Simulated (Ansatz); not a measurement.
# AlCr2C, first-principles data

AlCr₂C:
```xyz
8
Lattice="2.8402 0.0000 0.0000 -1.4201 2.4596 0.0000 0.0000 0.0000 12.7043" Properties=species:S:1:pos:R:3 pbc="T T T"
Al     1.4201     0.8199     3.1761
Al     0.0000     1.6398     9.5283
Cr     0.0000     1.6398     5.2818
Cr     1.4201     0.8199     7.4225
Cr     1.4201     0.8199    11.6340
Cr     0.0000     1.6398     1.0703
C      0.0000     0.0000     6.3522
C      0.0000     0.0000     0.0000
```

Space group P6_3/mmc (No. 194); conventional cell a = 2.840 Å, b = 2.840 Å, c = 12.704 Å, α = 90.00°, β = 90.00°, γ = 120.00°.

Method: PBE in the plane-wave PAW code Ansatz. Geometry: relaxed at this level of theory. Other levels are named where they apply.

**Cell and energy**

```yaml
volume_per_atom: 11.09 Å³
density: 5.35 g/cm³
Formation energy from the elements (no fitted shifts): -0.18 eV/atom
```

**Electronic structure**

```yaml
electronic_character: metallic (no gap)
Density of states at the Fermi level: 0.75 states/eV per atom (mean over ±0.08 eV)
```

**Mechanics**

```yaml
Bulk modulus (Birch–Murnaghan fit): 188 GPa
Pressure derivative B′: 4.4
Elastic constants (relaxed ions, GPa): C11 = 363, C12 = 82.3, C13 = 110, C33 = 361, C44 = 134
mechanical_stability: stable (all eigenvalues of C positive)
hill_bulk_and_shear_moduli: 188 and 134 GPa
Young's modulus: 324 GPa
Poisson's ratio: 0.21
debye_temperature_from_the_elastic_constants: 738 K
```

**Phonons**

```yaml
highest_zone_centre_frequency: 670 cm⁻¹
zone_centre_stability: no imaginary mode at Γ
```

The PBE relaxation kept the symmetry of its start. The run is not spin-polarised. As this level gives no gap, shear constants depend on the k-mesh and smearing (Fermi–Dirac, 0.1 eV here). As this level gives no gap, phonon frequencies hold no LO–TO term and depend on the k-mesh and smearing (Fermi–Dirac, 0.1 eV here). On the denser mesh and wider smearing of the elastic run this cell carries a stress of 0.4 GPa. The references are the lowest solids computed at this level, not always the standard phases.

Potentials: the later of the program's two PAW sets.
